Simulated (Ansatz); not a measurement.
The start is a relaxed TaAs cell, doubled along one cell vector, shaken by Gaussian noise of σ = 0.08 Å a coordinate. The structure is fully relaxed (lattice and positions, P = 0) with PBE (plane waves to 420 eV, PAW, scalar-relativistic; Ansatz, a program for electronic structure). The first steps use a coarse 5×3×6 k-mesh.

Initial structure:
```yaml
crystal:
  lattice:
    - [5.66245, 0.00000, 0.00000]
    - [-5.66245, 9.80765, 0.00000]
    - [0.00000, 0.00000, 4.26352]
  atoms:
    - { symbol: Ta, position: [0.45957, 0.98691, 0.99049] }
    - { symbol: Ta, position: [0.48812, 0.50220, 0.99932] }
    - { symbol: Ta, position: [0.50484, 0.24058, 0.03293] }
    - { symbol: Ta, position: [0.50337, 0.74287, 0.99096] }
    - { symbol: Ta, position: [0.99970, 0.26510, 0.97901] }
    - { symbol: Ta, position: [0.00739, 0.74548, 0.99503] }
    - { symbol: As, position: [0.98680, 0.99603, 0.98639] }
    - { symbol: As, position: [0.99303, 0.49217, 0.99523] }
    - { symbol: As, position: [0.31736, 0.32816, 0.47272] }
    - { symbol: As, position: [0.32382, 0.83507, 0.53647] }
    - { symbol: As, position: [0.67178, 0.16807, 0.49594] }
    - { symbol: As, position: [0.66368, 0.67412, 0.49785] }
```

### Question
What pressure does the first self-consistent step give?

### Answer
+4 GPa (positive: the cell is compressed).

### Question
By how much does the energy per atom fall from start to end?

### Answer
0.10 eV/atom.

### Question
Is the parent structure recovered?

### Answer
It returns to the parent structure, P6/mmm (No. 191).

### Question
How do the shortest distances between atoms change?

### Answer
The closest pairs of elements (up to four, under 3.6 Å), start → end: As–Ta 2.44 → 2.69 Å; Ta–Ta 2.65 → 2.83 Å; As–As 3.17 → 3.27 Å.

Final structure:

```cif
data_As3Ta3
_chemical_formula_sum 'Ta3 As3'
_space_group_name_H-M_alt 'P6/mmm'
_space_group_IT_number 191
_space_group_name_Hall '-P 6 2'
_cell_length_a 5.66246
_cell_length_b 5.66246
_cell_length_c 4.26352
_cell_angle_alpha 90.000
_cell_angle_beta 90.000
_cell_angle_gamma 120.000
loop_
_atom_site_label
_atom_site_type_symbol
_atom_site_symmetry_multiplicity
_atom_site_Wyckoff_symbol
_atom_site_fract_x
_atom_site_fract_y
_atom_site_fract_z
_atom_site_occupancy
Ta1 Ta 3 g 0.50000 0.50000 0.50000 1
As1 As 1 b 0.00000 0.00000 0.50000 1
As2 As 2 c 0.33333 0.66667 0.00000 1
```

Final values are on a 10×10×11 k-mesh of the relaxed cell. No spin polarisation in the result.

The relaxed structure here is a generated cell of TaAs: the first start was made by placing the elements on the sites of a structure type, and the end was not matched to a known phase here, so it may be hypothetical. Known forms of TaAs include space group No. 109.
